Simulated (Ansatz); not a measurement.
H2O in its lowest state found on the top face of a (111) slab of CoSi2 (Fm-3m (No. 225)), 6 planes, outer planes Si (top) and Si (bottom); 1 a cell of 48.73 Å², its atoms last:

```
CELL_PARAMETERS angstrom
7.50131 0.00000 0.00000
-3.75066 6.49633 0.00000
0.00000 0.00000 22.59360
ATOMIC_POSITIONS crystal
Si 0.50000 0.50000 0.35408
Si 0.50000 0.00000 0.35408
Si 0.00000 0.50000 0.35408
Si 0.00000 0.00000 0.35408
Co 0.33333 0.16667 0.38797
Co 0.33333 0.66667 0.38797
Co 0.83333 0.16667 0.38797
Co 0.83333 0.66667 0.38797
Si 0.66667 0.33333 0.42185
Si 0.66667 0.83333 0.42185
Si 0.16667 0.33333 0.42185
Si 0.16667 0.83333 0.42185
Si 0.83355 0.66634 0.48831
Si 0.83271 0.16595 0.48806
Si 0.33398 0.66723 0.48807
Si 0.33273 0.16724 0.48830
Co 0.66688 0.33303 0.52500
Co 0.66678 0.83312 0.52488
Co 0.16574 0.33419 0.52538
Co 0.16687 0.83306 0.52499
Si 0.00028 0.49976 0.55772
Si 0.00041 0.00057 0.55602
Si 0.49936 0.49950 0.55602
Si 0.49987 0.00003 0.55624
O 0.95083 0.54850 0.65298
H 0.80137 0.48893 0.64868
H 0.00686 0.69738 0.64842
```

All numbers below come from DFT PBE+D3(BJ), scalar-relativistic, plane waves, PAW in Ansatz 0.2.0. Plane waves to 420 eV, a k mesh through Γ of 3×3×1 on the computed 27-atom cell and Gaussian smearing (0.10 eV); no spin polarisation. The cell repeats along c with a dipole correction in the vacuum.

The clean top face has a work function of 5.05 eV. Adsorption changes the slab's dipole along +c by Δp = +0.1584 e·Å a cell (+0.76 D an adsorbate).

Question: What change of work function does the Helmholtz equation give?

Answer: A sheet of dipoles makes a step in an electron's potential energy of −e·Δp/(ε0·A), and e/ε0 = 180.95 eV·Å for Δp in e·Å: −180.95 × (0.1584)/48.73 = -0.59 eV. This is the change of φ(top) − φ(bottom). If the bottom face is unmoved, φ(top) becomes 4.46 eV.

Question: How does that compare with the calculation?

Answer: φ(top) changes by -0.58 eV and φ(bottom) by +0.01 eV, so their difference changes by -0.59 eV. The bottom face hardly moves.

Question: What does the sign say about the electrons?

Answer: The change of dipole points out of the surface, so the work function falls. The molecule's own dipole can set this sign. Δp also holds the adsorbate's own dipole and the moves of the surface atoms, so it isn't a charge transfer alone.

Spin polarisation was left out, and a magnetic state may lie lower.